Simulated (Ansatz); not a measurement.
PbS (rock salt, Fm-3m), the program Ansatz at the r²SCAN level (PAW). The conduction-band minimum lies at L, with 4 equivalent valleys. Second derivatives d²E/dk² of the lowest band at one valley (eV·Å²), along Cartesian directions:

| direction | d²E/dk² |
|---|---|
| [100] | 43.96 |
| [010] | 43.96 |
| [001] | 43.96 |
| [110] | 42.66 |
| [101] | 45.47 |
| [011] | 45.47 |

Task: Find the principal effective masses, the density-of-states mass and the conductivity mass.

Result: Off-diagonal terms follow from H_xy = H[110] − (H_xx + H_yy)/2, and m*/mₑ = 7.620 eV·Å² over each eigenvalue: 0.17, 0.17, 0.19. One valley's DOS mass (m₁m₂m₃)^(1/3) = 0.17, conductivity mass 3/(Σ 1/mᵢ) = 0.17 mₑ.

Task: What effective density of states Nc follows at 300 K for parabolic valleys?

Result: Nc = 2.509e19 × 4 × (0.17)^(3/2) ≈ 7.0e18 cm⁻³.

Symmetry was held in the r²SCAN relaxation. Spin–orbit coupling is left out wherever it is not named.

Potentials: the later of the program's two PAW sets.

Edges and masses are those of Kohn–Sham bands, whose gap is no quasiparticle gap.
